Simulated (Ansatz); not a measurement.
# Structure relaxation, B

The start is a generated cell, B built in the AFLOW prototype A_hR12_166_2h. Cell shape, volume and atoms are optimised at zero target pressure with r2SCAN (plane waves to 500 eV, PAW, scalar-relativistic; Ansatz, a quantum-chemistry and plane-wave program).

Ansatz input:
Ansatz 0.2 input:
```yaml
crystal:
  lattice:
    - [2.454, 1.4168176, 4.18853]
    - [-2.454, 1.4168176, 4.18853]
    - [0, -2.8336351, 4.18853]
  atoms:
    - { symbol: B, position: [0.0104, 0.65729, 0.0104] }
    - { symbol: B, position: [0.0104, 0.0104, 0.65729] }
    - { symbol: B, position: [0.65729, 0.0104, 0.0104] }
    - { symbol: B, position: [0.9896, 0.34271, 0.9896] }
    - { symbol: B, position: [0.9896, 0.9896, 0.34271] }
    - { symbol: B, position: [0.34271, 0.9896, 0.9896] }
    - { symbol: B, position: [0.2206, 0.6323, 0.2206] }
    - { symbol: B, position: [0.2206, 0.2206, 0.6323] }
    - { symbol: B, position: [0.6323, 0.2206, 0.2206] }
    - { symbol: B, position: [0.7794, 0.3677, 0.7794] }
    - { symbol: B, position: [0.7794, 0.7794, 0.3677] }
    - { symbol: B, position: [0.3677, 0.7794, 0.7794] }
basis: { ecutwfc: 500, ecutrho_ratio: 4, xc_grid: 4, fft_grid_basis: typed }
kpoints: { mp_grid: { grid: [7, 7, 7] } }
hamiltonian:
  xc: r2scan
  dispersion: none
  pseudopotentials: { kind: paw }
scf: { occupations: { method: fermi_dirac, width: 0.05 } }
relax: { f_tol: 0.01, max_steps: 100, cell: { stress_tol: 0.02 } }
output: { forces: true, stress: true }
```

Q: How large is the pressure on the unrelaxed cell, and of which sign?

A: -1.4 GPa (negative: the cell is under tension).

Q: What is the largest force in the starting geometry, and on which atom (counted from 1)?

A: 0.87 eV/Å, on B1, B2, B3, B4, B5, B6 (atoms numbered as listed).

Q: By how much does the energy per atom fall from start to end?

A: 0.004 eV/atom.

Q: How does the volume per atom move from start to end?

A: -0.8 %, from 7.28 to 7.22 Å³/atom.

Q: How do the shortest distances between atoms change?

A: The closest pairs of elements (up to four, under 3.6 Å), start → end: B–B 1.71 → 1.67 Å.

Q: What band gap does the relaxed structure have at this level?

A: 1.61 eV, indirect (valence top at T, conduction bottom at k = (0.2857, 0.2857, -0.2857)) (no spin-orbit coupling).

Q: Write out the relaxed structure.

A: 
Space group R-3m, hexagonal axes (No. 166); a = b = 4.8987 Å, c = 12.5143 Å, α = β = 90.00°, γ = 120.00°

| atom | site | symmetry | x | y | z |
|---|---|---|---|---|---|
| B | 18h | .m | 0.2370 | 0.1185 | 0.1086 |
| B | 18h | .m | 0.1962 | 0.3925 | 0.0243 |
(The calculation used a cell of 12 atoms; values per cell refer to that cell.)

The space group stays R-3m (No. 166) (the run could not lower it); the end is AFLOW prototype A_hR12_166_2h (as in B), with 12 atoms in the primitive cell. No spin polarisation in the result.

The run could not lose the symmetry of its start.
